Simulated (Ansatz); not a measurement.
According to PBE (plane waves, PAW; program Ansatz), SiSe2 in the orthorhombic phase (Ibam; Se on 8j, Si on 4a) relaxes to a = 6.622 Å, b = 11.254 Å, c = 5.933 Å. Se has 2 nearest neighbours from 2.30 Å (bent); Si has 4 nearest neighbours from 2.30 Å (tetrahedral). Its formation energy from the elements is -0.46 eV/atom, with no fitted shifts.

The Kohn–Sham gap is 2.21 eV (indirect). Electrons at the band edge weigh 1.1, 1.1, 1.3 mₑ (principal values). The hole mass is 0.99, 3.1, 13 mₑ (principal values).

The bulk modulus is 1.1 GPa.

The cell was relaxed with PBE under the symmetry of its start. The volume lies over 15 % above that of the usual cell of this phase: another minimum, or an error of the functional. A crystal of weakly bound chains computed without a dispersion correction: the cell and the soft elastic constants depend strongly on that. The references are the lowest solids computed at this level, not always the standard phases. Spin–orbit coupling is left out wherever it is not named.

Potentials: the later of the program's two PAW sets.
